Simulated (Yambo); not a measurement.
LuCuS$_{2}$ (space group P3m1, No. 156), G0W0@PBEsol in Yambo with this input:

```
rim_cut
gw0
dyson
el_el_corr
HF_and_locXC
ppa
em1d
RandQpts= 1000000
RandGvec= 1 Ry
EXXRLvcs= 100 Ry
VXCRLvcs= 400 Ry
Chimod= "HARTREE"
% BndsRnXp
 6 | 124 |
%
NGsBlkXp= 7 Ry
% LongDrXp
 1.0 | 1.0 | 1.0 |
%
PPAPntXp= 27.2114 eV
% GbndRnge
 1 | 124 |
%
GTermKind= "BG"
DysSolver= "n"
ExtendOut
```

On a 6×6×2 mesh, with wavefunctions cut at 100 Ry, the gap (Γ → L) is 1.797 eV and the valence edge shifts by -0.370 eV.

### Question
What happens with this change: 56 bands in G?

### Answer
The gap rises by 0.053 eV, to 1.850 eV; the shift of the valence edge becomes -0.332 eV. Neither run is shown to be the converged limit.

Geometry relaxed with PBEsol; primitive cell a = b = 3.797 Å, c = 5.983 Å, α = β = 90.00°, γ = 120.00°.

The structure is a Materials Project entry; no match was found in the copy of COD used, and its stability was not checked.

A shift is the quasiparticle energy of the state minus its PBEsol energy.
